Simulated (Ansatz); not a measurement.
NaCrF$_{3}$: relaxation (Ansatz)

input.yaml:

```yaml
crystal:
  lattice:
    - [4.25319561, 0.0, 0.0]
    - [0.0, 4.25319561, 0.0]
    - [0.0, 0.0, 4.25319561]
  atoms:
    - { symbol: Cr, position: [0.0, 0.0, 0.0], spin: 4.0 }
    - { symbol: F, position: [0.5, 0.0, 0.0] }
    - { symbol: F, position: [0.0, 0.5, 0.0] }
    - { symbol: F, position: [0.0, 0.0, 0.5] }
    - { symbol: Na, position: [0.5, 0.5, 0.5] }
  symmetry: { detect: false, time_reversal: true }
kpoints:
  mp_grid: { grid: [6, 6, 6], shift: [0, 0, 0] }
magnetization:
  spin_polarized: true
scf:
  occupations: { method: fermi_dirac, width: 0.0105 }
  lower_state_search: "off"
hamiltonian:
  pseudopotentials: { kind: paw }
  xc: pbe
  hubbard:
    projectors: all-electron-ortho-atomic
    sites: [{ species: Cr, l: d, u_eff: 3.99 }]
basis:
  ecutwfc: 420
  fft_grid_basis: typed
relax:
  max_steps: 40
output:
  forces: true
  stress: true
  eigenvalues: true
  bader: true
  populations: true
  elf: true
  write_potential: true
  volumetric_format: npy
  dos:
    e_range: [-12, 8]
    de: 0.05
    projected: { site_lists: { Cr: [Cr], F: [F], Na: [Na] } }
  write_density: true
checkpoint:
  read: saved_state
```

The command:

```bash
ansatz run input.yaml --threads 2 --pin off --max-ram 4096MiB --backend cpu --events-out ev --progress --plain --runs-dir out
```

Origin of the cell: a known structure type with other elements, at an estimated volume, so it need not be a known compound.

The saved state is a converged single point of the same cell, with its larger moments on Cr1 up.

The program first moved the atoms by about 0.01 Å at random, to leave a saddle point that the symmetry would hold.

Steps:

```csv
step,ΔF (meV/atom),max force component (eV/Å),SCF iterations,step was
1,0.0,0.167,8,accepted
2,-0.2,0.096,4,accepted
3,-0.9,0.126,6,accepted
4,-4.6,0.553,17,accepted
5,-13.4,0.522,10,accepted
6,-26.2,0.283,76,accepted
7,-32.2,0.158,9,accepted
8,-35.1,0.125,13,accepted
9,-36.1,0.020,8,accepted
10,-36.2,0.019,10,accepted
11,-36.2,0.016,11,accepted
12,-36.3,0.015,13,accepted
13,-36.3,0.006,11,accepted
14,-36.3,0.006,2,accepted
```

Before:

Space group Pm-3m (No. 221); the run's cell has a = 4.253 Å, b = 4.253 Å, c = 4.253 Å, α = 90.00°, β = 90.00°, γ = 90.00°. Shortest distances: Cr–F 2.13 Å, F–F 3.01 Å, F–Na 3.01 Å.

After:

Space group Pmm2 (No. 25); the run's cell has a = 4.253 Å, b = 4.253 Å, c = 4.253 Å, α = 90.00°, β = 90.00°, γ = 90.00°. Shortest distances: Cr–F 2.05 Å, F–Na 2.35 Å, F–F 2.78 Å, Cr–Na 3.32 Å.

```yaml
crystal:
  lattice:
    - [4.25320, 0.00000, 0.00000]
    - [0.00000, 4.25320, 0.00000]
    - [0.00000, 0.00000, 4.25320]
  atoms:
    - { symbol: Cr, position: [0.00031, 0.00510, 0.00091] }
    - { symbol: F, position: [0.50031, 0.10110, 0.00108] }
    - { symbol: F, position: [0.00054, 0.52300, 0.00072] }
    - { symbol: F, position: [0.00019, 0.04041, 0.50093] }
    - { symbol: Na, position: [0.49998, 0.33457, 0.50112] }
```

* Free energy lowered by: 36.3 meV/atom
* Final pressure: -1.09 GPa
* Relaxation steps listed: 14
* Site moments at the end (small spheres, which read low): Cr1 +3.2 μB
* Total moment: 4.00 μB

Caveats: the SCF threshold is looser than advised for a stress; the magnetic state was chosen at the start cell and may not be the lowest after relaxing; the program displaced the start to leave a saddle point.

It ran for 14 min on 2 threads of AMD EPYC 7R43 64-Core Processor (Zen 3), with other jobs on the host, peak memory 0.84 GiB, from a saved density.
